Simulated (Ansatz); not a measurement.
The guess for B3N2 was made by a generator: random cell by space group and Wyckoff sites (P6/mmm, No. 191). The dimensions are guesses.

Space group P6/mmm (No. 191). a = 3.691 Å, b = 3.691 Å, c = 3.538 Å, α = 90.00°, β = 90.00°, γ = 120.00°
| atom | site | symmetry | x | y | z |
| --- | --- | --- | --- | --- | --- |
| B | 3f | mmm | 0.5000 | 0.0000 | 0.0000 |
| N | 2e | 6mm | 0.0000 | 0.0000 | 0.3240 |

Computed with DFT PBE, scalar-relativistic, plane waves, PAW (Ansatz). Cutoff 420 eV, Gaussian smearing, Γ-centred meshes. Cell and atoms relax first on a coarse mesh and then on a finer one. In between, the cell is made exact in the group found at 0.06 Å. In metals the finer mesh still leaves noise of several meV/atom or more. The steps can't lower the symmetry of their start. No spin polarisation in the relaxation; trial moments died out in a coarse test.

A guess keeps its type if space group and coordination stay and the shape of the cell changes little (axis ratios within about 15 %, angles within 6°); the volume may change.

Q: Does this structure survive the relaxation?

A: It doesn't keep its type. The symmetry stays P6/mmm (No. 191). The volume per atom grows by 112.5 %, from 8.3 to 17.7 Å³. The shortest distance goes from 1.25 Å (N–N) to 1.10 Å (N–N). The ratio c/a of the conventional cell changes by a factor of 2.88. Counting neighbours within 15 % of an atom's shortest distance, the start has B 4, N 1 and the end B 4, N 1. In detail, at the end B is surrounded by 4 B at 1.67 Å; N has 1 N at 1.10 Å.

```xyz
5
Lattice="3.3362 0.0000 0.0000 -1.6681 2.8892 0.0000 0.0000 0.0000 9.2019" Properties=species:S:1:pos:R:3 pbc="T T T"
B     1.6681    0.0000    0.0000
B    -0.8340    1.4446    0.0000
B     0.8340    1.4446    0.0000
N     0.0000    0.0000    4.0500
N     0.0000    0.0000    5.1519
```

The last run used a 12×12×4 mesh (in the run's order of axes) for its 5-atom cell and Gaussian smearing of 0.10 eV. No dispersion correction is applied, so the spacing and binding between layers, chains or molecules are poorly described. An odd number of electrons in the primitive cell allows no gap without spin; a larger cell or a magnetic state could open one. Symmetry constrained the relaxation, so the result can be a saddle point. Another cell of B3N2 relaxed alike, in R32, lies 0.84 eV/atom lower, so this cell isn't the stable form at this level.
